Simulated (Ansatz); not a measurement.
Method: DFT PBE, scalar-relativistic, plane waves, PAW in Ansatz 0.2.0. Settings: cutoff 420 eV, Γ-centred meshes spaced at most about 0.3 Å⁻¹, and about 0.25 Å⁻¹ or finer for metals (2π included), Gaussian smearing. No spin polarisation in the final relaxations.

All energies are static (0 K, no zero-point motion).

Two forms of Cd₃Ga₂O were relaxed alike.

A.

```cif
data_structure
_symmetry_space_group_name_H-M 'P-6m2'
_symmetry_Int_Tables_number 187
_cell_length_a 4.7637
_cell_length_b 4.7637
_cell_length_c 5.8684
_cell_angle_alpha 90.000
_cell_angle_beta 90.000
_cell_angle_gamma 120.000
_cell_volume 115.33
loop_
_atom_site_label
_atom_site_type_symbol
_atom_site_symmetry_multiplicity
_atom_site_Wyckoff_symbol
_atom_site_fract_x
_atom_site_fract_y
_atom_site_fract_z
_atom_site_occupancy
Cd1 Cd 1 b 0.00000 0.00000 0.50000 1
Cd2 Cd 1 c 0.33333 0.66667 0.00000 1
Cd3 Cd 1 d 0.33333 0.66667 0.50000 1
Ga1 Ga 2 i 0.66667 0.33333 0.23315 1
O1 O 1 a 0.00000 0.00000 0.00000 1
```

B.

```cif
data_structure
_symmetry_space_group_name_H-M 'P4/mmm'
_symmetry_Int_Tables_number 123
_cell_length_a 5.0157
_cell_length_b 5.0157
_cell_length_c 8.3653
_cell_angle_alpha 90.000
_cell_angle_beta 90.000
_cell_angle_gamma 90.000
_cell_volume 210.45
loop_
_atom_site_label
_atom_site_type_symbol
_atom_site_symmetry_multiplicity
_atom_site_Wyckoff_symbol
_atom_site_fract_x
_atom_site_fract_y
_atom_site_fract_z
_atom_site_occupancy
Cd1 Cd 1 d 0.50000 0.50000 0.50000 1
Cd2 Cd 2 h 0.50000 0.50000 0.16766 1
Ga1 Ga 2 e 0.00000 0.50000 0.50000 1
O1 O 1 b 0.00000 0.00000 0.50000 1
```

Question: Which form is favoured at zero pressure, and by what margin per atom?

Answer: A is lower, by 190 meV/atom. A has space group P-6m2 (No. 187), 19.2 Å³/atom and no gap on its mesh; B has space group P4/mmm (No. 123), 35.1 Å³/atom and no gap. Counting Cd or Ga atoms around O (for each partner element, those within 1.25 times its shortest distance or 1.15 times the sum of covalent radii, where it is the nearest in units of that sum or under 1.3; the shortest distance is added where it exceeds 1.18 times the sum of covalent radii), A has O 5 from 2.8 Å and B has O 4 from 2.5 Å. The denser one is the lower, and pressure would at first widen the difference. Even the lower one lies +0.08 eV/atom against the reference forms of the elements (uncorrected), a margin that errors in the energy of the gaseous reference can exceed. Both come from invented guesses. A third cell relaxed alike, in P3m1, lies 289 meV/atom below the lower of the two.

Cells relaxed within their symmetry can be saddle points.
